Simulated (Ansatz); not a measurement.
Q: AlCo$_{3}$B (anti-perovskite, Pm-3m) is relaxed with DFT-PBEsol in the program Ansatz with PAW potentials. What lattice parameters of the conventional cell result?

A: a = 3.723 Å.

These are the values of the symmetrised cell.

Q: Is it a metal or does it have a gap at this level?

A: No gap at this level.

The start of the workflow was typed in or built on a structure type; neither database checked (COD, Materials Project) lists it. Whether it is the stable phase at ambient conditions was not checked. The PBEsol relaxation kept the symmetry of its start; whether a distortion lowers the energy is not shown. Magnetic state: ferromagnetic, the only order run, not a proven ground state. The volume moved by -17 % from the start of the relaxation.

Potentials: the later of the program's two PAW sets.
